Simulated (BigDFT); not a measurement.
Stretching the C1–H9 bond of the molecule C₇H₉Cl

```xyz
17

C      3.4393     0.2579     0.0118
C      2.2935     0.4073     0.3388
C      0.8903     0.5954     0.7466
C     -0.1033     0.2108    -0.3700
C     -0.0729    -1.2997    -0.6452
C     -1.4790     0.7535    -0.0299
C     -2.5875     0.0474     0.2157
Cl    -4.0872     0.7913     0.5861
H      4.4567     0.1260    -0.2771
H      0.6874     0.0082     1.6511
H      0.7540     1.6493     1.0222
H      0.2020     0.7107    -1.3001
H     -0.7890    -1.5712    -1.4289
H      0.9160    -1.6181    -0.9913
H     -0.3127    -1.8782     0.2539
H     -1.5455     1.8412     0.0039
H     -2.6620    -1.0319     0.2123
```
Charge 0, spin multiplicity 1.

Method: LDA (Teter-Pade), Daubechies wavelet basis, HGH (Krack) norm-conserving potentials made for LDA, isolated boundary conditions in BigDFT.

Settings: basis = Daubechies wavelets; dft.hgrids = 0.33 bohr; dft.rmult = 5 8; dft.ixc = 1; potentials = built-in HGH-K LDA; boundary_conditions = free; dft.gnrm_cv = 1e-05; dft.itermax = 80; dft.idsx = 6; dft.nrepmax = 3.

Atom 9 is moved along its bond to atom 1 (1.066 Å at the start); all other atoms stay.

Where is the minimum along this coordinate, how stiff is the bond, and what does a long stretch cost?

A cubic fit of the points within about 10 % of the start puts the minimum at 1.07 Å with a curvature of about 39 eV/Å². At 1.81 Å the energy lies 3.38 eV above the start.

```tsv
bond length (Å)	multiplicity	energy from the starting geometry (eV)	force on atom 9 along the bond, outward positive (eV/Å)	highest occupied level (eV)	dipole (D)
0.906	1	0.725	10.22	-6.23	0.83
0.981	1	0.189	4.50	-6.23	0.91
1.023	1	0.050	2.13	-6.22	0.96
1.066	1	0.000	0.25	-6.22	1.01
1.108	1	0.022	-1.23	-6.22	1.05
1.172	1	0.156	-2.87	-6.21	1.12
1.279	1	0.560	-4.53	-6.20	1.24
1.492	1	1.671	-5.56	-6.19	1.46
1.812	1	3.380	-4.94	-6.18	1.73
```

The singlet runs are spin-restricted, which overestimates the energy of long bonds.

The other atoms were not relaxed at this level, so the minimum is that of this one coordinate.

The geometry comes from a semi-empirical pre-optimisation, in some cases with atoms then moved at random, and the species need not be a known compound.
